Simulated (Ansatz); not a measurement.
Given:

ScInNi4:
Space group F-43m (No. 216); a = b = c = 6.835 Å, α = β = γ = 90.00°

| atom | site | symmetry | x | y | z |
|---|---|---|---|---|---|
| Sc | 4d | -43m | 0.7500 | 0.7500 | 0.7500 |
| In | 4a | -43m | 0.0000 | 0.0000 | 0.0000 |
| Ni | 16e | .3m | 0.3746 | 0.3746 | 0.3746 |
(The calculation used a cell of 6 atoms; values per cell refer to that cell.)

This is the r²SCAN-relaxed structure.

Task: All from r²SCAN in the plane-wave PAW code Ansatz, unless another level is named. Give the formation energy from the elements (no fitted shifts).

Result: -39 kJ/mol-atom.

Task: Give the density of states at the Fermi level.

Result: 0.76 states/eV per atom (mean over ±0.08 eV).

The first step of the workflow began from a Materials Project structure, measured or hypothetical; the Crystallography Open Database copy checked does not list it. With Sc and In taken as one species the cell has the higher symmetry Fd-3m, so it may be an ordered model of a mixed-site phase. Its standing as an ambient phase is unchecked. Symmetry was held in the r²SCAN relaxation; its stability against distortions is not shown here. The run is not spin-polarised. The references are the lowest solids computed at this level, not always the standard phases. Spin–orbit coupling is left out wherever it is not named.

Potentials: the later of the program's two PAW sets.
